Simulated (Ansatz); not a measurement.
Relaxed-ion elastic tensor of WSe2 in space group P6_3/mmc (No. 194; W on 2c, Se on 4f) in GPa (Voigt order), DFT-r²SCAN+D4 in the program Ansatz with PAW potentials; density 9.09 g/cm³, 20.82 Å³ per atom.

```
 200  41.7   9.3   0.0   0.0   0.0
41.7   200   9.3   0.0   0.0   0.0
 9.3   9.3  43.2   0.0   0.0   0.0
 0.0   0.0   0.0  14.3   0.0   0.0
 0.0   0.0   0.0   0.0  14.3   0.0
 0.0   0.0   0.0   0.0   0.0  79.3
```

Task: Is the crystal mechanically stable?

Result: Yes: the smallest eigenvalue of C is 14.3 GPa.

Task: Work out the Voigt, Reuss and Hill averages.

Result: K_V = 62.7, K_R = 35.3, K_H = 49.0; G_V = 47.1, G_R = 24.8, G_H = 35.9 GPa.

Task: Give Young's modulus, Poisson's ratio, Pugh's ratio and the universal anisotropy index.

Result: E = 9KG/(3K + G) = 86.7 GPa; ν = 0.21; K/G = 1.36 (brittle by the Pugh limit of 1.75); A_U = 5G_V/G_R + K_V/K_R − 6 = 5.30.

Task: Estimate the sound speeds and the Debye temperature.

Result: v_l = √((K + 4G/3)/ρ) = 3270 m/s, v_t = √(G/ρ) = 1990 m/s, mean 2200 m/s; Θ = (h/k)(3n/4πV)^(1/3) v_m = 238 K.

Task: Solve the Christoffel equation for the three sound speeds along x, y, z.

Result: Eigenvalues of C_ijkl n_j n_l equal ρv². In km/s, slowest first: x 1.25, 2.95, 4.69; y 1.25, 2.95, 4.69; z 1.25, 1.25, 2.18.

Task: How much does each axis shrink under pressure?

Result: Linear compressibilities β_i = Σ_j S_ij (j = 1 to 3): x 3.3, y 3.3, z 22 per TPa.

The r²SCAN+D4 relaxation kept the symmetry of its start. The run is not spin-polarised. Spin–orbit coupling is left out wherever it is not named.

Potentials: the earlier of the program's two PAW sets. The files were generated under PBE; for other functionals the program regenerates the frozen cores, and for LDA and PBEsol the local potential too.
